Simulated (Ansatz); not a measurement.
Input and command of a calculation in Ansatz (plane waves; scalar-relativistic PAW potentials unless the input names others):

```yaml
crystal:
  lattice:
    - [0.0, 5.7262418863, 5.7262418863]
    - [5.7262418863, 0.0, 5.7262418863]
    - [5.7262418863, 5.7262418863, 0.0]
  atoms:
    - { symbol: Cs, position: [0.75, 0.75, 0.75] }
    - { symbol: Cs, position: [0.25, 0.25, 0.25] }
    - { symbol: Sc, position: [0.0, 0.0, 0.0] }
    - { symbol: Tl, position: [0.5, 0.5, 0.5] }
    - { symbol: Br, position: [0.7360057934, 0.2639942066, 0.1941403638] }
    - { symbol: Br, position: [0.2290672852, 0.2290672852, 0.7709327148] }
    - { symbol: Br, position: [0.2639942066, 0.7360057934, 0.8058596362] }
    - { symbol: Br, position: [0.1941403638, 0.8058596362, 0.2639942066] }
    - { symbol: Br, position: [0.8058596362, 0.1941403638, 0.7360057934] }
    - { symbol: Br, position: [0.7709327148, 0.7709327148, 0.2290672852] }
basis:
  ecutwfc: 420
kpoints:
  mp_grid: { grid: [4, 4, 4] }
hamiltonian:
  xc: pbesol
scf:
  occupations: { method: gaussian, width: 0.05 }
  lower_state_search: light
output:
  forces: true
  eigenvalues: true
  stress: true
```

```bash
ansatz run input.yaml --threads 2 --pin off --max-ram 5120MiB --backend cpu --events-out ev --progress --plain --runs-dir out
```

Abridged log:
```
Pseudopotentials: kind: paw
Pseudopotential: Cs, paw, valence charge 9, recommended cutoff 420 eV (normal)
Pseudopotential: Sc, paw, valence charge 11, recommended cutoff 420 eV (normal)
Pseudopotential: Tl, paw, valence charge 13, recommended cutoff 420 eV (normal)
Pseudopotential: Br, paw, valence charge 7, recommended cutoff 420 eV (normal)
Functional definition: PBEsol
Crystal: 10 atoms, lattice volume = 375.525 Å³
Basis set: ecut = 420 eV, 7391 PW (Γ), exchange–correlation on 120×120×120 points (8 copies of the dense FFT grid, shifted against one another)
Bands: 52, of which v1, the nominal top of the filled ones, is band 42 counted from 1 (41 counted from 0)
Symmetry: 8 space group operations
Space group: I4/m (ITA 87), of the structure as read, at distance tolerance 7.2e-5 Å
k-points: 14 of 64
Initial density: superposition of atomic densities (neutral atoms: chi_scale 0, normalization atom), corrected by the library's trained network
Initial wavefunctions: pseudopotential atomic-orbital guess
Functional: x = pbesol(κ = 0.804, μ = 0.12345679), c = pbesol(β = 0.046)
SCF iter   1: F=—  HF=-41013.494184 eV  |F-HF|=—  |Δ(HF+E_count)|=         —  Δρ=1.81e-3  dr2=1.82e-2  ethr=1.77e-3  ⟨swp⟩=10.2  Hψ=3709  notcnv=0  defer=7
SCF iter   2: F=—  HF=-41013.494993 eV  |F-HF|=—  |Δ(HF+E_count)|=   8.09e-4  Δρ=9.59e-4  dr2=5.33e-3  ethr=2.16e-5  ⟨swp⟩=2.1  Hψ=1169  notcnv=0  defer=28
SCF iter   3: F=—  HF=-41013.495001 eV  |F-HF|=—  |Δ(HF+E_count)|=   7.49e-6  Δρ=5.16e-4  dr2=2.59e-3  ethr=6.34e-6  ⟨swp⟩=2.1  Hψ=1177  notcnv=0  defer=17
automatic band count: iteration 3 solves 51 bands in place of 52: the levels show a gap, and the empty bands left out lie too high to hold charge; the band table lists the bands solved (type scf.n_extra_bands for more)
SCF iter   4: F=—  HF=-41013.494590 eV  |F-HF|=—  |Δ(HF+E_count)|=   4.10e-4  Δρ=1.43e-4  dr2=1.03e-4  ethr=3.08e-6  ⟨swp⟩=2.0  Hψ=1269  notcnv=0  defer=17
SCF iter   5: F=—  HF=-41013.494628 eV  |F-HF|=—  |Δ(HF+E_count)|=   3.76e-5  Δρ=3.44e-5  dr2=7.10e-6  ethr=1.22e-7  ⟨swp⟩=2.0  Hψ=1089  notcnv=0  defer=17
SCF iter   6: F=—  HF=-41013.494561 eV  |F-HF|=—  |Δ(HF+E_count)|=   6.68e-5  Δρ=1.25e-5  dr2=7.88e-7  ethr=8.45e-9  ⟨swp⟩=2.0  Hψ=1261  notcnv=0  defer=28
SCF iter   7: F=-41013.494562 eV  HF=-41013.494562 eV  |F-HF|=3.34e-8  |Δ(HF+E_count)|=   9.20e-7  Δρ=2.69e-6  dr2=5.01e-8  ethr=1.19e-10  ⟨swp⟩=11.8  Hψ=3540  notcnv=0
SCF 1 converged in 7 iterations: F = -41013.494562 eV  dr2 = 5.01e-8
SCF converged after 7 iterations
Free energy (F): -41013.494562 eV
Harris-Foulkes:  -41013.494562 eV  (|F-HF|=3.34e-8)
Internal energy: -41013.494562 eV  (E = F + TS)
E sigma→0 (E₀):  -41013.494562 eV
Fermi energy:    4.216025 eV
--- Forces (eV/Å), atoms counted from 1 ---
  atom   1  Cs     0.00000000     0.00000000     0.00000000
  atom   2  Cs     0.00000000     0.00000000     0.00000000
  atom   3  Sc     0.00000000     0.00000000     0.00000000
  atom   4  Tl     0.00000000     0.00000000     0.00000000
  atom   5  Br    -0.14765748    -0.02695796     0.00000000
  atom   6  Br     0.00000000     0.00000000    -0.06595204
  atom   7  Br     0.14765748     0.02695796     0.00000000
  atom   8  Br     0.02695796    -0.14765748     0.00000000
  atom   9  Br    -0.02695796     0.14765748     0.00000000
  atom  10  Br     0.00000000     0.00000000     0.06595204
--- Stress (GPa, compression-positive) ---
       -0.397721       0.000000       0.000000
        0.000000      -0.397721       0.000000
        0.000000       0.000000       0.071360
  P = ⅓ Tr σ = -0.2414 GPa (-2.414 kbar)
```

Apart from outputs and empty bands, the input differs from a reference run on usual settings in scf.lower_state_search: not typed → "light". The reference, at the same geometry (not necessarily relaxed), gave pressure -0.24 GPa, largest force 0.150 eV/Å, gap on the mesh 2.80 eV. This run converged in 7 SCF iterations (reference: 7) with an energy at zero smearing within 0.01 meV/atom of the reference's, pressure -0.24 GPa, largest force 0.150 eV/Å, gap on the mesh 2.80 eV.

Time: 11 s on 2 threads of Arm Neoverse V1 (shared host), peak memory 0.81 GiB.